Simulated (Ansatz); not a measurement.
BeS:
```
CELL_PARAMETERS angstrom
      5.92134     0.00000     0.00000
      0.00000     3.48500     0.00000
      0.00000     0.00000     5.96919
ATOMIC_POSITIONS crystal
  Be 0.14524 0.25000 0.90521
  Be 0.35476 0.75000 0.40521
  Be 0.85476 0.75000 0.09479
  Be 0.64524 0.25000 0.59479
  S  0.78255 0.25000 0.91499
  S  0.71745 0.75000 0.41499
  S  0.21745 0.75000 0.08501
  S  0.28255 0.25000 0.58501
```

This is the r²SCAN+D4-relaxed structure. x, y and z are the axes in which the lattice vectors are written.

All from DFT-r²SCAN+D4 in the program Ansatz with PAW potentials, unless another level is named. Estimate the Poisson's ratio.

0.20.

Give the elastic constants (relaxed ions, GPa).

C11 = 54.3, C22 = 175, C33 = 168, C12 = 18.6, C13 = 24.8, C23 = 57.9, C44 = 56.2, C55 = 52.0, C66 = 26.4.

Space group Pnma. The start of the workflow was typed in or built on a structure type; neither database checked (COD, Materials Project) lists it. COD files the formula under space group No. 216, so this cell is another polymorph or a model. Whether it is the stable phase at ambient conditions was not checked. The r²SCAN+D4 relaxation kept the symmetry of its start; whether a distortion lowers the energy is not shown. The volume moved by 24 % from the start of the relaxation.

Potentials: the earlier of the program's two PAW sets.
